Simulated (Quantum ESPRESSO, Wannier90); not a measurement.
Wannierisation of YSi$_{2}$ (P6/mmm)

```xyz
3
Lattice="4.0755 0.0000 0.0000 -2.0377 3.5295 0.0000 0.0000 0.0000 3.9901" Properties=species:S:1:pos:R:3 pbc="T T T"
Y      0.0000     0.0000     0.0000
Si     2.0377    -1.1765     1.9951
Si    -2.0377     1.1765     1.9951
```

Materials Project entry mp-2568; symmetrised, unrelaxed at this level. COD (Crystallography Open Database) has an entry of this formula and space group (matched by these alone). Method: PBEsol plane waves in Quantum ESPRESSO 7.5 (PseudoDojo norm-conserving files, 58 Ry, no spin polarisation, no spin-orbit coupling), Bloch states on a 12×12×8 mesh through Γ, Wannier90 4.0.1. Density: 12×12×8 mesh, cold smearing 0.01 Ry.

Base run: 17 functions from bands 5-31 of the 31 computed, start hydrogen-like Y: s;p;d; Si: s;p, centres 0.05 Å off the atoms, frozen window up to 1.50 eV relative to the Fermi level, outer window open. Its settings: num_cg_steps = 5, trial_step = 2 and dis_mix_ratio = 0.5 (the program's defaults), conv_tol = 1.0e-6 over 4 steps, num_iter = 1000, dis_conv_tol = 1.0e-6, dis_num_iter = 1000. One of them is changed at a time.

```
run                  disentanglement steps  localisation steps  Ω_I (Å²)  Ω_total (Å²)       ended
-------------------  ---------------------  ------------------  --------  ------------  ----------
base                                   114                 442    26.625        33.826   converged
num_cg_steps = 0                       114                1000    26.625        34.010  step limit
fixed_step = 2.0                       114                1000    26.625        45.360  step limit
dis_mix_ratio = 0.2                    375                 416    26.615        33.819   converged
```
